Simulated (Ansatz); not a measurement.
K2Te2Pd:
```xyz
5
Lattice="-1.9955 3.8806 5.1264 1.9955 -3.8806 5.1264 1.9955 3.8806 -5.1264" Properties=species:S:1:pos:R:3 pbc="T T T"
K      1.9955     0.0000     3.0496
K      0.0000     3.8806     2.0768
Te     0.0000     2.1547     5.1264
Te     1.9955     1.7260     0.0000
Pd     0.0000     0.0000     0.0000
```

Relaxed with PBEsol.

### Question
Give the Bader charges and basin volumes of the independent atoms, the program Ansatz at the PBEsol level (PAW).

### Answer


```
atom  Bader charge (e)  Bader volume (Å³)
----  ----------------  -----------------
K1               +0.76               22.9
Te3              -0.59               43.3
Pd5              -0.34               26.3
```

Space group Immm. The first step of the workflow began from a Materials Project structure, measured or hypothetical; the Crystallography Open Database copy checked does not list it. Its standing as an ambient phase is unchecked. The PBEsol relaxation kept the symmetry of its start; whether a distortion lowers the energy is not shown. No spin polarisation was allowed. Spin–orbit coupling is left out wherever it is not named.

Potentials: the later of the program's two PAW sets.
